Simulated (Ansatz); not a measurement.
Molecular dynamics on a 2×2×2 supercell (16 atoms) of PbS (Fm-3m), relaxed with r2SCAN+rVV10. Forces come from PBE in the PAW code Ansatz: constant energy and volume (NVE), velocities drawn at 600 K, steps of 1.5 fs. Classical nuclei, no spin polarisation; a few dozen steps show the first response, not equilibrium.

```yaml
crystal:
  lattice:
    - [0.0, 5.9411366537, 5.9411366537]
    - [5.9411366537, 0.0, 5.9411366537]
    - [5.9411366537, 5.9411366537, 0.0]
  atoms:
    - { symbol: Pb, position: [0.0, 0.0, 0.0] }
    - { symbol: S, position: [0.25, 0.25, 0.25] }
    - { symbol: Pb, position: [0.0, 0.0, 0.5] }
    - { symbol: S, position: [0.25, 0.25, 0.75] }
    - { symbol: Pb, position: [0.0, 0.5, 0.0] }
    - { symbol: S, position: [0.25, 0.75, 0.25] }
    - { symbol: Pb, position: [0.0, 0.5, 0.5] }
    - { symbol: S, position: [0.25, 0.75, 0.75] }
    - { symbol: Pb, position: [0.5, 0.0, 0.0] }
    - { symbol: S, position: [0.75, 0.25, 0.25] }
    - { symbol: Pb, position: [0.5, 0.0, 0.5] }
    - { symbol: S, position: [0.75, 0.25, 0.75] }
    - { symbol: Pb, position: [0.5, 0.5, 0.0] }
    - { symbol: S, position: [0.75, 0.75, 0.25] }
    - { symbol: Pb, position: [0.5, 0.5, 0.5] }
    - { symbol: S, position: [0.75, 0.75, 0.75] }
kpoints:
  mp_grid: { grid: [2, 2, 2] }
hamiltonian:
  xc: pbe
scf:
  occupations: { method: fermi_dirac, width: 0.052 }
md:
  ensemble: nve
  temperature: 600
  timestep: 1.5
  n_steps: 40
  initial_velocities: maxwell_boltzmann
  seed: 9739
```

Run as `ansatz run input.yaml --threads 4 --pin off --max-ram 3686MiB --backend cpu --events-out ev --progress --plain --runs-dir out`. Wall time 3.4 min on 4 threads of Arm Neoverse N1, on a shared host; peak host memory 1.4 GiB.

```tsv
step	t (fs)	T (K)	free energy F from step 0 (meV/atom)	kinetic energy (meV/atom)	largest force (eV/Å)
0	0	600	0.0	72.7	0.00
1	1.5	599	0.1	72.6	0.06
2	3	597	0.4	72.3	0.12
3	4.5	593	0.8	71.9	0.18
4	6	588	1.5	71.3	0.25
5	7.5	581	2.3	70.5	0.31
6	9	573	3.2	69.5	0.37
7	10.5	564	4.3	68.4	0.42
8	12	554	5.6	67.1	0.48
9	13.5	543	7.0	65.7	0.54
10	15	530	8.5	64.2	0.59
11	16.5	517	10.1	62.7	0.65
12	18	503	11.7	61.0	0.70
13	19.5	489	13.5	59.3	0.75
14	21	474	15.2	57.5	0.80
15	22.5	459	17.0	55.7	0.85
16	24	445	18.9	53.9	0.89
17	25.5	430	20.6	52.1	0.93
18	27	415	22.4	50.3	0.97
19	28.5	401	24.1	48.6	1.00
20	30	388	25.8	47.0	1.03
21	31.5	375	27.3	45.4	1.06
22	33	363	28.8	43.9	1.08
23	34.5	351	30.1	42.6	1.10
24	36	341	31.4	41.3	1.11
25	37.5	332	32.5	40.2	1.12
26	39	324	33.5	39.3	1.13
27	40.5	317	34.3	38.4	1.13
28	42	311	35.0	37.7	1.12
29	43.5	306	35.6	37.1	1.12
30	45	303	36.0	36.7	1.10
31	46.5	300	36.3	36.4	1.09
32	48	299	36.5	36.2	1.07
33	49.5	298	36.6	36.1	1.04
34	51	298	36.6	36.1	1.02
35	52.5	298	36.6	36.2	1.01
36	54	300	36.4	36.3	1.02
37	55.5	301	36.2	36.5	1.02
38	57	303	36.0	36.7	1.03
39	58.5	305	35.8	37.0	1.05
40	60	307	35.5	37.2	1.06
```

The temperature starts at 600 K, is lowest at step 34 (298 K, 51 fs) and ends at 307 K. The atoms start on their lattice sites with kinetic energy alone, so much of it first passes into potential energy. The conserved energy stays within 0.02 meV an atom. By the last step the atoms have moved 0.19 Å in the root mean square, the drift of the whole cell taken out, 0.30 Å at most.

Positions (Å) and forces (eV/Å) at step 40:
```
Pb   0.007  -0.020  -0.033     0.208   0.413  -0.038
S    2.820   2.783   3.151     0.516   0.307  -0.549
Pb   2.903   2.963   0.001     0.114   0.086  -0.348
S    6.057   5.988   3.098    -0.227  -0.194  -0.317
Pb   2.945   0.016   2.936     0.263  -0.660   0.281
S    6.140   3.071   5.972    -0.504  -0.043   0.158
Pb   5.892   2.969   3.035     0.489  -0.175   0.138
S    9.158   6.075   5.945    -0.358  -0.217   0.430
Pb   0.093   3.041   3.147    -0.855   0.022  -0.575
S    3.179   6.047   6.161    -0.506  -0.051  -0.641
Pb   3.093   5.814   2.882    -0.360   0.630  -0.109
S    6.028   9.013   6.052     0.078  -0.189  -0.046
Pb   2.891   2.938   5.831     0.362   0.111   0.991
S    6.043   5.903   9.031     0.146   0.229  -0.047
Pb   5.829   6.034   5.823     0.648  -0.289   0.595
S    8.831   8.715   9.030    -0.015   0.022   0.078
```
